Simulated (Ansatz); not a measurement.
MgO:
```
CELL_PARAMETERS angstrom
      3.30273     0.00000     0.00000
     -1.65136     2.86025     0.00000
      0.00000     0.00000     5.02073
ATOMIC_POSITIONS crystal
  Mg 0.33333 0.66667 0.00374
  Mg 0.66667 0.33333 0.50374
  O  0.33333 0.66667 0.40086
  O  0.66667 0.33333 0.90086
```

Cartesian axes are those of the cell as given.

Problem. Give the high-frequency dielectric tensor and the Born effective charge tensors of the independent atoms from DFPT, DFT-PBEsol in the program Ansatz with PAW potentials.

Solution. 
ε∞:
```
3.03  0.00  0.00
0.00  3.03  0.00
0.00  0.00  3.14
```
Z* of atom 1 (Mg), rows: field, columns: displacement, in e:
```
1.80  0.00  0.00
0.00  1.80  0.00
0.00  0.00  1.90
```
Z* of atom 3 (O), rows: field, columns: displacement, in e:
```
-1.80   0.00   0.00
 0.00  -1.80   0.00
 0.00   0.00  -1.90
```

Space group P6_3mc (wurtzite). The workflow started from a Materials Project entry (that database holds measured and hypothetical structures alike); the Crystallography Open Database copy checked does not list it. It is not the phase usual at ambient conditions (space group No. 225). The cell was relaxed with PBEsol under the symmetry of its start; its stability against distortions is not shown here.

Potentials: the later of the program's two PAW sets.
